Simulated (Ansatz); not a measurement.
BC3:
```xyz
16
Lattice="2.5793 -4.4694 0.0000 2.5793 4.4694 0.0000 0.0000 0.0000 6.5780" Properties=species:S:1:pos:R:3 pbc="T T T"
B      2.5793    -3.8031     4.9335
C      2.5793    -2.2433     4.9335
B      2.5793    -2.1547     1.6445
C      1.3511     1.5323     1.6445
C      1.3511    -1.5323     4.9335
C      1.3513    -0.1143     4.9335
C      1.3513     0.1143     1.6445
C      2.5793    -0.5966     1.6445
C      2.5793     0.5966     4.9335
B      2.5793     2.1547     4.9335
C      2.5793     2.2433     1.6445
C      3.8076     1.5323     1.6445
C      3.8076    -1.5323     4.9335
C      3.8074    -0.1143     4.9335
C      3.8074     0.1143     1.6445
B      2.5793     3.8031     1.6445
```

Relaxed with PBE+D3(BJ). Special points in fractions of this cell's reciprocal vectors: Γ (0.000, 0.000, 0.000); Y (-0.500, 0.500, 0.000); C0 (-0.333, 0.667, 0.000); Σ0 (0.333, 0.333, 0.000); Z (0.000, 0.000, 0.500); A0 (0.333, 0.333, 0.500); E0 (-0.333, 0.667, 0.500); T (-0.500, 0.500, 0.500); S (0.000, 0.500, 0.000); R (0.000, 0.500, 0.500).

Task: List the band energies nearest the Fermi level at these points for the program Ansatz at the PBE+D3(BJ) level (PAW).

Result: In eV from the Fermi level; about four levels below and three above (degenerate sets whole), none deeper than 8.9 eV; points with the same levels are listed once.

```csv
k,below,above
Γ,-0.51 -0.04 -0.01 -0.01,0.02 1.52 1.53
Y,-1.23 -1.22 -0.31 -0.14,1.83 3.98 4.91
C0,-2.42 -2.03 -1.39 -1.15,1.68 2.17 2.57
Z,-0.71 -0.71 -0.04 -0.04,0.02 0.02 1.78 1.78
A0,-2.39 -2.39 -2.38 -2.38,2.39 2.39 2.39 2.39
T,-1.23 -1.23 -0.99 -0.99,0.60 0.60 4.49 4.49
S,-1.47 -1.28 -1.21 -1.18,1.07 1.20 4.30
R,-1.25 -1.25 -0.99 -0.99,0.59 0.59 4.48 4.48
```

Space group Cmcm. The start of the workflow was typed in or built on a structure type; neither database checked (COD, Materials Project) lists it. Its standing as an ambient phase is unchecked. The cell was relaxed with PBE+D3(BJ) under the symmetry of its start; whether a distortion lowers the energy is not shown. Its formation energy is positive at this level, so the cell may be metastable or incomplete.

Potentials: the earlier of the program's two PAW sets.
